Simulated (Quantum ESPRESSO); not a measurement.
## One change at a time to MgTa2W4Zn

Calculated results; nothing here was measured. They come from Quantum ESPRESSO 7.5, a public plane-wave density functional program. Each row is one single-point run on a made-up periodic cell of eight metal atoms, with elements, volume, strain and displacements drawn at random and not relaxed, so a cell may be unstable or far from any real phase. There is no spin polarisation or spin-orbit coupling.

Settings: PBE unless stated; PseudoDojo standard norm-conserving files; Fermi-Dirac width 0.25 eV, which means electrons at about 2900 K; cutoff 1143 eV; 8 x 4 x 3 k mesh shifted half a step off Gamma. E is the free energy of the whole cell (internal energy minus TS), so a -TS column is already part of it. Stress is positive in tension, and the pressure P is minus a third of its trace.

Checks: one run of this series was repeated at a higher cutoff and on a denser mesh, which moved values by no more than 0.010 eV, 0.06 GPa and 0.007 eV/Å, and a second program with other atomic files agreed on it to 2 % rms in force and 0.5 GPa in pressure. Known limits: heavy elements are run without spin-orbit coupling, which real alloys of them have; a spin test at this wide smearing found no moment, but such smearing suppresses magnetism that the real alloy may have.

The lattice is face-centred cubic, and the cell vectors in Å are (0.043, 2.006, 2.028); (0.017, 4.082, -4.127); (-8.177, -2.144, 1.994), a volume of 135.21 Å³ in run 1. The elements on sites 1 to 8 are W W Zn Mg W Ta Ta W. Each later run makes one change to run 1 and keeps the rest. E is counted from run 1, and is n/a where other atomic files have another zero of energy.

```
run,change,V (Å³),P (GPa),-TS (eV),rms force (eV/Å),largest change of a force component (eV/Å),E (eV)
1,none,135.21,-0.86,-1.393,0.298,0.000,0.000
2,sites 2 and 3 exchanged,135.21,1.34,-1.756,0.331,0.813,0.573
3,all lengths scaled by +1.01 %,139.35,-6.38,-1.436,0.292,0.096,?
4,LDA in place of PBE,135.21,-12.45,-1.422,0.329,0.154,n/a
5,Ru on site 8,135.21,-4.69,-1.382,0.405,0.842,n/a
6,site 4 moved by +0.09 Å along x,135.21,-0.75,-1.391,0.364,0.874,0.049
```

## Worked estimate

Along a uniform scaling dE = -P dV. The mean of the two pressures is -3.620 GPa and the volume changes by 4.14 Å³, with 160.2 GPa to one eV/Å³. The same two rows give -V dP/dV = 183 GPa for this cell with clamped atoms, which is not the bulk modulus of a real alloy.

## Withheld value

Question: what E should run 3 give?

The estimate is 0.094 eV. The calculation gave 0.095 eV.
